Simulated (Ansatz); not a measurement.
Consider the following.

BaSi2 (fluorite, Fm-3m), a = b = c = 7.274 Å, α = β = γ = 90.00°; the cell used has 3 atoms.

This is the PBE-relaxed structure.

**Question.** All from DFT-PBE in the program Ansatz with PAW potentials, unless another level is named. Predict the electronic character.

**Answer.** metallic (no gap).

**Question.** Next, the density of states at the Fermi level?

**Answer.** 0.47 states/eV per atom (mean over ±0.08 eV).

**Question.** And the formation energy from the elements (no fitted shifts)?

**Answer.** 74 kJ/mol-atom.

The cell is a constructed one: a structure type filled with these elements; neither database checked (COD, Materials Project) lists it. COD files the formula under space group No. 62, 191, so this cell is another polymorph or a model. Whether it is the stable phase at ambient conditions was not checked. The cell was relaxed with PBE under the symmetry of its start; whether a distortion lowers the energy is not shown. The references are the lowest solids computed at this level, not always the standard phases. Spin–orbit coupling is left out wherever it is not named.

Potentials: the later of the program's two PAW sets.
